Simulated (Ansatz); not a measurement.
# CaO (Fm-3m): the size of the finite step

```xyz
2
Lattice="0.0000 2.3539 2.3539 2.3539 0.0000 2.3539 2.3539 2.3539 0.0000" Properties=species:S:1:pos:R:3 pbc="T T T"
Ca    0.0000    0.0000    0.0000
O     2.3539    2.3539    2.3539
```

The conventional cell has a = 4.708 Å, b = 4.708 Å, c = 4.708 Å, α = 90.00°, β = 90.00°, γ = 90.00°. Around Ca (atom 1) lie 6 O at 2.35 Å. O (atom 2) is surrounded by 6 Ca at 2.35 Å.

Computed, not measured; unless marked otherwise by LDA, PAW on Ansatz 0.2.0's default frozen-core files (fitted under PBE), scalar-relativistic. k mesh 8×8×8, strains of ±0.003, fixed occupations, cutoff 420 eV. The cell was relaxed by PAW under this functional, which moved its volume by -6 % from the database entry's.

**Question.** Elastic constants come from stresses at strains of ±0.003 (and twice that, four-point stencil): C11 = 260.2, C12 = 63.1, C44 = 80.0 GPa. What does an amplitude of 0.08 give?

**Answer.** C11 = 256.1, C12 = 63.2, C44 = 80.1 GPa. A large step picks up anharmonic terms.

Limits of these numbers: frozen-core PAW files fitted under PBE, their cores solved anew for the functional of the run.
